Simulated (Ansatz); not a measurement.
The cell is the one relaxed in the Materials Project (mp-20), not relaxed further here; entries there can be hypothetical. The listed cell was then made from it by scaling, straining or moving an atom.

An input for Be: DFT, PBEsol, all-electron LAPW, scalar-relativistic (Ansatz 0.2.0).

Command: `ansatz run input.yaml --threads 1 --pin off --max-ram 3072MiB --backend cpu --events-out ev --progress --plain --runs-dir out` The run took 15 s on 1 thread of Intel(R) Xeon(R) Platinum 8488C (Sapphire Rapids) (shared host), peak memory 0.44 GiB.

```yaml
crystal:
  lattice:
    - [-1.2155273228, 1.2531209513, 1.2531209513]
    - [1.2531209513, -1.2155273228, 1.2531209513]
    - [1.2531209513, 1.2531209513, -1.2155273228]
  atoms:
    - { symbol: Be, position: [0.0, 0.0, 0.0] }
kpoints:
  mp_grid: { grid: [23, 23, 23] }
  band_path:
    path:
      - [0.0, 0.0, 0.0]
      - [0.0, 0.0, 0.5]
      - [-0.5, 0.5, 0.5]
      - [-0.7422118581, 0.2577881419, 0.2577881419]
      - [0.2577881419, 0.2577881419, 0.2577881419]
      - [0.0, 0.0, 0.0]
      - [-0.5, 0.0, 0.5]
    npoints: 5
scf:
  occupations: { method: fermi_dirac, width: 0.03 }
hamiltonian:
  xc: pbesol
  pseudopotentials: { kind: all_electron, lapw: { basis_error: 0.00025 } }
output:
  forces: true
  stress: true
  eigenvalues: true
```

Set-up and iterations as logged by Ansatz (the results part is left out, to be predicted):

```
LAPW: plane waves up to 7.276 Å⁻¹, error target 2.5e-4 eV per atom; small_component_spin mean_spin; Be in spheres of 1.074 Å, 4 of its electrons in bands, Dirac shells []
Engine: ansatz 0.2.0
Pseudopotentials: kind: all_electron
Pseudopotential: Be, LAPW, valence charge 4, Koelling and Harmon's equation, gaussian nucleus
Functional definition: PBEsol
  exchange = pbesol_x
  correlation = pbesol_c
Crystal: 1 atoms, lattice volume = 7.866 Å³
Basis set: ecut = 201.70961927681742 eV, 55 PW (Γ), exchange–correlation at level 2
Bands: 6, of which v1, the nominal top of the filled ones, is band 2 counted from 1 (1 counted from 0)
Symmetry: 12 space group operations
Space group: R-3m (ITA 166), of the structure as read, at distance tolerance 2.0e-5 Å
k-points: 1156 of 12167
Non-local potential: Be, projectors of the file, none
Initial density: superposition of atomic densities (chi_scale 0.1, normalization cell)
Initial wavefunctions: plane waves of lowest kinetic energy (no species holds an atomic orbital)
Functional: x = pbesol(κ = 0.804, μ = 0.12345679012345678), c = pbesol(β = 0.046)
iter 1 solved again at ethr=1.75e-5 eV; its pass at ethr=1.00e-1 eV (dr2=6.98e-4 eV) is discarded
SCF iter   1: F=—  HF=-399.396889 eV  |F-HF|=—  |Δ(HF+E_count)|=         —  Δρ=4.10e-3  dr2=6.99e-4  ethr=1.75e-5  ⟨swp⟩=3.7  Hψ=63428  notcnv=0
SCF iter   2: F=—  HF=-399.392220 eV  |F-HF|=—  |Δ(HF+E_count)|=   4.67e-3  Δρ=1.96e-3  dr2=1.59e-4  ethr=1.75e-5  ⟨swp⟩=2.0  Hψ=19318  notcnv=0
iter 3 solved again at ethr=1.66e-8 eV; its pass at ethr=3.99e-6 eV (dr2=6.65e-7 eV) is discarded
SCF iter   3: F=—  HF=-399.391411 eV  |F-HF|=—  |Δ(HF+E_count)|=   8.09e-4  Δρ=1.31e-4  dr2=6.60e-7  ethr=1.66e-8  ⟨swp⟩=2.0  Hψ=33259  notcnv=0
SCF iter   4: F=-399.391414 eV  HF=-399.391414 eV  |F-HF|=6.67e-9  |Δ(HF+E_count)|=   2.87e-6  Δρ=7.69e-6  dr2=2.19e-9  ethr=1.65e-8  ⟨swp⟩=2.0  Hψ=19318  notcnv=0
```

Problem. What pressure will this run report?

Solution. -1.60 GPa (positive in compression).

Problem. Is there a band gap?

Solution. none: bands cross the Fermi level, a metal.
